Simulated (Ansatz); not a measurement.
### Question
Volume from PBE minus that from PBEsol (% of the latter), each on its own relaxed cell (Ansatz, a first-principles code, plane waves, PAW; no spin–orbit coupling, no Hubbard U), over 44 phases of the class «halides»: what sign and size do you expect?

### Answer
Mean 7.4 %, median 6.7 %, mean absolute 7.4 %; eight in ten lie between 4.7 and 10.7 %, and 100 % are above zero.

Some cases that may be named, with their rank among the 44 from the lowest: NaF, rock salt 4.7 % (rank 6); KMgF3, cubic perovskite 4.8 % (rank 7); CsPbCl3, cubic perovskite 6.4 % (rank 21); CsPbBr3, cubic perovskite 6.9 % (rank 24).

The phases are those computed here (of each formula those with measured values and the lowest at some level), not a balanced benchmark, and neither functional is the truth. Pairs that end in unlike spin orders or unlike minima (c/a over 6 % apart, 30 % for weakly bound crystals), magnets with 4f shells, solids of gases and phases set aside for tests are left out.

2 of the phases carry moments, in the orders computed and without U. 3 are weakly bound layers, chains or molecules. 1 relaxed far from the usual cell at some level.

Not the usual ambient phase: CsPbBr3, cubic perovskite; CsPbCl3, cubic perovskite. All cells were relaxed under the symmetry of their starts (and spin orders); stability against distortions was not tested throughout. Spin–orbit coupling is left out wherever it is not named.

Potentials: the later of the program's two PAW sets.

Ansatz is a plane-wave DFT program.
